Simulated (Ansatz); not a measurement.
Electric field gradients in CrB₂

Theory: DFT LDA, scalar-relativistic, plane waves, PAW in Ansatz. Cutoff 420 eV, 18×18×14 k-points (Γ-centred), Fermi-Dirac smearing of 0.15 eV. No spin polarisation.

Relaxed structure:
```
Cr B
1.0
     2.94611    0.00000    0.00000
    -1.47306    2.55141    0.00000
     0.00000    0.00000    2.86304
Cr B
1 2
Direct
  0.00000 0.00000 0.00000
  0.33333 0.66667 0.50000
  0.66667 0.33333 0.50000
```

In a metal these results depend on the k mesh and the smearing. Spin polarisation was left out, and a magnetic state may lie lower.

**Question.** Give V_zz (10²¹ V/m²) and the asymmetry η at each distinct site.

**Answer.**
```tsv
atom	V_zz	η
Cr (atom 1)	1.77	0.00
B (atom 2)	0.420	0.00
```